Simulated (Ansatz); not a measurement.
Here is the system:

RuW:
```yaml
crystal:
  lattice:
    - [2.74046, 0.00000, 0.00000]
    - [-1.37023, 2.37331, 0.00000]
    - [0.00000, 0.00000, 4.38881]
  atoms:
    - { symbol: Ru, position: [0.00000, 0.00000, 0.50000] }
    - { symbol: W, position: [0.66667, 0.33333, 0.00000] }
```

This is the LDA-relaxed structure. x, y and z are the axes in which the lattice vectors are written.

Q: All from DFT-LDA in the program Ansatz with PAW potentials, unless another level is named. Predict the Young's modulus.

A: 359 GPa.

Q: And the highest zone-centre frequency?

A: 172 cm^-1.

Q: Predict the elastic constants (relaxed ions, GPa).

A: C11 = 517, C12 = 290, C13 = 200, C33 = 647, C44 = 126.

Space group P-6m2. The workflow started from a Materials Project entry (that database holds measured and hypothetical structures alike); the Crystallography Open Database copy checked does not list it. With Ru and W taken as one species the cell has the higher symmetry P6_3/mmc, so it may be an ordered model of a mixed-site phase. Its standing as an ambient phase is unchecked. The LDA relaxation kept the symmetry of its start; its stability against distortions is not shown here. No spin polarisation was allowed. As this level gives no gap, shear constants depend on the k-mesh and smearing (Fermi–Dirac, 0.1 eV here). As this level gives no gap, phonon frequencies hold no LO–TO term and depend on the k-mesh and smearing (Fermi–Dirac, 0.1 eV here). Spin–orbit coupling is left out wherever it is not named.

Potentials: the later of the program's two PAW sets.
